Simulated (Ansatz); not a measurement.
Structure from Materials Project entry mp-1063245 (possibly hypothetical), not relaxed further. The listed cell was then made from it by scaling, straining or moving an atom.

An input for Sr₂Rh: DFT, LDA, PAW with Ansatz's default frozen-core files, scalar-relativistic (Ansatz 0.2.0). The PAW files were made with PBE; their cores are remade for this functional.

Command: `ansatz run input.yaml --threads 1 --pin off --max-ram 4096MiB --backend cpu --events-out ev --progress --plain --runs-dir out` The run took 16 s on 1 thread of Intel(R) Xeon(R) Processor @ 2.50GHz (Skylake/Cascade Lake), with other jobs on the host, peak memory 0.45 GiB.

```yaml
crystal:
  lattice:
    - [0.0, 3.7225606442, 3.7225606442]
    - [3.7225606442, 0.0, 3.7225606442]
    - [3.7225606442, 3.7225606442, 0.0]
  atoms:
    - { symbol: Sr, position: [0.75, 0.75, 0.75] }
    - { symbol: Sr, position: [0.25, 0.25, 0.25] }
    - { symbol: Rh, position: [0.0, 0.0, 0.0] }
kpoints:
  mp_grid: { grid: [10, 10, 10] }
scf:
  occupations: { method: fermi_dirac, width: 0.05 }
hamiltonian:
  xc: lda
  pseudopotentials: { kind: paw }
output:
  forces: true
  stress: true
  eigenvalues: true
  efg: { contact_densities: true }
```

Set-up and iterations as logged by Ansatz (the results part is left out, to be predicted):

```
Engine: ansatz 0.2.0
Pseudopotentials: kind: paw
Pseudopotential: Sr, paw, valence charge 10, recommended cutoff 420 eV (normal)
Pseudopotential: Rh, paw, valence charge 17, recommended cutoff 420 eV (normal)
Functional definition: SPW92
  exchange = slater_x
  correlation = pw_c
Crystal: 3 atoms, lattice volume = 103.170 Å³
Basis set: ecut = 420 eV, 1989 PW (Γ)
Bands: 23, of which v1, the nominal top of the filled ones, is band 19 counted from 1 (18 counted from 0)
Symmetry: 48 space group operations
Space group: Fm-3m (ITA 225), of the structure as read, at distance tolerance 4.7e-5 Å
k-points: 47 of 1000
Non-local potential: Sr, projectors of the file, l = 0: 3, l = 1: 2, l = 2: 2
Non-local potential: Rh, projectors of the file, l = 0: 3, l = 1: 2, l = 2: 2, l = 3: 1
PAW form: soft (Blöchl's): semilocal exchange-correlation on the pseudo side does not see the compensation charge
PAW frozen core: Sr, regenerated for the run's functional, and the local potential with it (the file was generated under x = pbe(κ = 0.804, μ = 0.2195149727645171), c = pbe(β = 0.06672455060314922))
PAW frozen core: Rh, regenerated for the run's functional, and the local potential with it (the file was generated under x = pbe(κ = 0.804, μ = 0.2195149727645171), c = pbe(β = 0.06672455060314922))
PAW one-centre angular grid: Sr, 110 points (default); XC on 64 Gauss nodes
PAW one-centre angular grid: Rh, 590 points (default); XC on 64 Gauss nodes
Initial density: superposition of atomic densities (neutral atoms: chi_scale 0, normalization atom), corrected by the library's trained network
Initial wavefunctions: pseudopotential atomic-orbital guess
Functional: x = slater, c = lda
SCF iter   1: F=—  HF=-13167.422121 eV  |F-HF|=—  |Δ(HF+E_count)|=         —  Δρ=1.00e-2  dr2=1.19e-1  ethr=1.77e-3  ⟨swp⟩=8.0  Hψ=6160  notcnv=0
SCF iter   2: F=—  HF=-13167.410150 eV  |F-HF|=—  |Δ(HF+E_count)|=   1.20e-2  Δρ=4.09e-3  dr2=1.45e-2  ethr=3.21e-4  ⟨swp⟩=2.0  Hψ=1572  notcnv=0
SCF iter   3: F=—  HF=-13167.409082 eV  |F-HF|=—  |Δ(HF+E_count)|=   1.07e-3  Δρ=9.79e-4  dr2=8.59e-4  ethr=3.91e-5  ⟨swp⟩=2.0  Hψ=1287  notcnv=0
SCF iter   4: F=—  HF=-13167.409093 eV  |F-HF|=—  |Δ(HF+E_count)|=   1.11e-5  Δρ=3.27e-4  dr2=1.96e-4  ethr=2.32e-6  ⟨swp⟩=2.3  Hψ=1517  notcnv=0
SCF iter   5: F=—  HF=-13167.409069 eV  |F-HF|=—  |Δ(HF+E_count)|=   2.35e-5  Δρ=1.96e-4  dr2=7.89e-5  ethr=5.31e-7  ⟨swp⟩=2.0  Hψ=1342  notcnv=0
SCF iter   6: F=—  HF=-13167.409062 eV  |F-HF|=—  |Δ(HF+E_count)|=   7.47e-6  Δρ=1.01e-4  dr2=1.95e-5  ethr=2.13e-7  ⟨swp⟩=1.0  Hψ=1081  notcnv=0
SCF iter   7: F=—  HF=-13167.409060 eV  |F-HF|=—  |Δ(HF+E_count)|=   1.97e-6  Δρ=1.08e-5  dr2=2.60e-7  ethr=5.28e-8  ⟨swp⟩=2.0  Hψ=1221  notcnv=0
SCF iter   8: F=-13167.409060 eV  HF=-13167.409060 eV  |F-HF|=1.36e-8  |Δ(HF+E_count)|=   7.57e-8  Δρ=4.05e-6  dr2=2.20e-8  ethr=2.70e-10  ⟨swp⟩=6.1  Hψ=5083  notcnv=0
```

Spin polarisation is left out, and whether a magnetic state lies lower isn't shown here.

What pressure will this run report?

-4.45 GPa (positive in compression).
